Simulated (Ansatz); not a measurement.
Relaxed-ion elastic tensor of InAs (wurtzite, P6_3mc) in GPa (Voigt order), plane-wave PAW PBEsol (Ansatz code); density 5.59 g/cm³, 28.17 Å³ per atom.

```
      1     2     3     4     5     6
-  ----  ----  ----  ----  ----  ----
1  93.1  41.5  30.5   0.0   0.0   0.0
2  41.5  93.1  30.5   0.0   0.0   0.0
3  30.5  30.5   108   0.0   0.0   0.0
4   0.0   0.0   0.0  21.6   0.0   0.0
5   0.0   0.0   0.0   0.0  21.6   0.0
6   0.0   0.0   0.0   0.0   0.0  25.8
```

### Question
Is the crystal mechanically stable?

### Answer
Yes: the smallest eigenvalue of C is 21.6 GPa.

### Question
Work out the Voigt, Reuss and Hill averages.

### Answer
K_V = 55.5, K_R = 55.5, K_H = 55.5; G_V = 26.6, G_R = 25.5, G_H = 26.0 GPa.

### Question
Give Young's modulus, Poisson's ratio, Pugh's ratio and the universal anisotropy index.

### Answer
E = 9KG/(3K + G) = 67.5 GPa; ν = 0.30; K/G = 2.13 (ductile by the Pugh limit of 1.75); A_U = 5G_V/G_R + K_V/K_R − 6 = 0.22.

### Question
Estimate the sound speeds and the Debye temperature.

### Answer
v_l = √((K + 4G/3)/ρ) = 4020 m/s, v_t = √(G/ρ) = 2160 m/s, mean 2410 m/s; Θ = (h/k)(3n/4πV)^(1/3) v_m = 236 K.

### Question
Solve the Christoffel equation for the three sound speeds along x, y, z.

### Answer
Eigenvalues of C_ijkl n_j n_l equal ρv². In km/s, slowest first: x 1.97, 2.15, 4.08; y 1.97, 2.15, 4.08; z 1.97, 1.97, 4.40.

### Question
How much does each axis shrink under pressure?

### Answer
Linear compressibilities β_i = Σ_j S_ij (j = 1 to 3): x 6.1, y 6.1, z 5.8 per TPa.

The workflow started from a Materials Project entry (that database holds measured and hypothetical structures alike); the Crystallography Open Database copy checked does not list it. It is not the phase usual at ambient conditions (space group No. 216). The PBEsol relaxation kept the symmetry of its start; of distortions, only those at the zone centre were tested. As this level gives no gap, shear constants depend on the k-mesh and smearing (Fermi–Dirac, 0.1 eV here).

Potentials: the later of the program's two PAW sets.
